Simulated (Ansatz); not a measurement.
# Thermal properties of CaHfAs$_{2}$ from its phonons

The calculation used DFT PBE, scalar-relativistic, plane waves, PAW (Ansatz 0.2.0). Plane waves to 420 eV; Γ-centred k mesh 12×12×8; Fermi-Dirac smearing of 0.15 eV. No spin polarisation. Phonons by linear response, acoustic sum rule imposed.

The cell, relaxed at this level:
```cif
data_structure
_symmetry_space_group_name_H-M 'P-3m1'
_symmetry_Int_Tables_number 164
_cell_length_a 3.9188
_cell_length_b 3.9188
_cell_length_c 7.0860
_cell_angle_alpha 90.000
_cell_angle_beta 90.000
_cell_angle_gamma 120.000
_cell_volume 94.24
loop_
_atom_site_label
_atom_site_type_symbol
_atom_site_symmetry_multiplicity
_atom_site_Wyckoff_symbol
_atom_site_fract_x
_atom_site_fract_y
_atom_site_fract_z
_atom_site_occupancy
Ca1 Ca 1 a 0.00000 0.00000 0.00000 1
Hf1 Hf 1 b 0.00000 0.00000 0.50000 1
As1 As 2 d 0.33333 0.66667 0.72196 1
```

The cell was found from a structure generator's guess, not taken from experiment. In a metal, frequencies and elastic constants depend on the k mesh and the smearing, soft modes and shear constants most. Spin–orbit coupling is left out, which matters for heavy elements. The q mesh is coarse, so values between its points are rough.

Force constants from linear response on a 2×2×1 q mesh, interpolated to a fine mesh.

Phonon density of states, in bins of 5 cm⁻¹:
bin centre (cm⁻¹), share of modes (%) and a bar:
```
      2.5        0.0
      7.5        0.0
     12.5        0.0
     17.5        0.0
     22.5        0.1
     27.5        0.1
     32.5        0.2 #
     37.5        0.2 #
     42.5        0.4 ##
     47.5        0.5 ##
     52.5        0.7 ###
     57.5        1.1 #####
     62.5        2.4 ###########
     67.5        2.2 ##########
     72.5        2.0 #########
     77.5        1.9 ########
     82.5        2.3 ##########
     87.5        4.4 ###################
     92.5        1.6 #######
     97.5        4.4 ####################
    102.5        3.2 ##############
    107.5        1.9 ########
    112.5        1.3 ######
    117.5        1.2 #####
    122.5        1.3 ######
    127.5        1.6 #######
    132.5        2.9 #############
    137.5        3.7 ################
    142.5        5.3 ########################
    147.5        3.6 ################
    152.5        2.3 ##########
    157.5        2.1 #########
    162.5        5.4 ########################
    167.5        6.8 ##############################
    172.5        5.8 #########################
    177.5        3.8 #################
    182.5        4.3 ###################
    187.5        1.9 ########
    192.5        1.6 #######
    197.5        1.5 #######
    202.5        1.6 #######
    207.5        3.2 ##############
    212.5        4.6 ####################
    217.5        2.8 ############
    222.5        1.2 #####
    227.5        0.6 ###
```

Question: What is the zero-point energy per atom?

Answer: 26.7 meV.

Question: How large are the vibrational entropy and heat capacity at 300 K?

Answer: S = 4.39 k_B and C_V = 2.87 k_B per atom, 96 % of the Dulong–Petit value.

Question: Tabulate them against temperature.

Answer:
```
T (K)  F_vib (meV/atom)  S (k_B/atom)  C_V (k_B/atom)
  100              21.8          1.54            2.11
  200               0.6          3.25            2.73
  300             -32.6          4.39            2.87
  400             -74.2          5.22            2.93
  500            -122.1          5.88            2.95
  600            -175.2          6.42            2.97
  700            -232.5          6.88            2.98
  800            -293.6          7.28            2.98
  900            -357.8          7.63            2.99
 1000            -424.9          7.94            2.99
```
